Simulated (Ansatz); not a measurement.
Crystals of one structure type (anti-CdI2 type), relaxed and computed with PBE in the plane-wave PAW code Ansatz.

```
crystal  a (Å)  V (Å³/atom)  ΔH_f (eV/atom)  spin order, net moment (μB/atom)  B₀ by P(V) fit (GPa)
-------  -----  -----------  --------------  --------------------------------  --------------------
Cr2N     2.833         9.79           -0.24                  moments vanished                   228
Co2N     2.795         9.32            0.26                  moments vanished                   186
Y2N      3.511        21.26           -1.04                not spin-polarised                  72.3
W2N          …            …               …                not spin-polarised                     …
```

Q: Fill in the missing entries.

A: 
- W2N, a (Å): 2.818
- W2N, V (Å³/atom): 12.35
- W2N, ΔH_f (eV/atom): 0.10
- W2N, B₀ by P(V) fit (GPa): 329

Constructed cells (a structure type filled with these elements, in neither database checked): Cr2N, anti-CdI2 type; Co2N, anti-CdI2 type; Y2N, anti-CdI2 type; W2N, anti-CdI2 type. Began spin-polarised and lost the moments: Cr2N, anti-CdI2 type; Co2N, anti-CdI2 type. All cells were relaxed under the symmetry of their starts (and spin orders); stability against distortions was not tested throughout. Rows with no word on spin ran without spin polarisation. Scalar-relativistic: spin–orbit coupling is off unless named, which matters more the heavier the elements.

Potentials: the earlier of the program's two PAW sets.

Formation energies count from the lowest solids of the elements computed at the same level, not from gases.
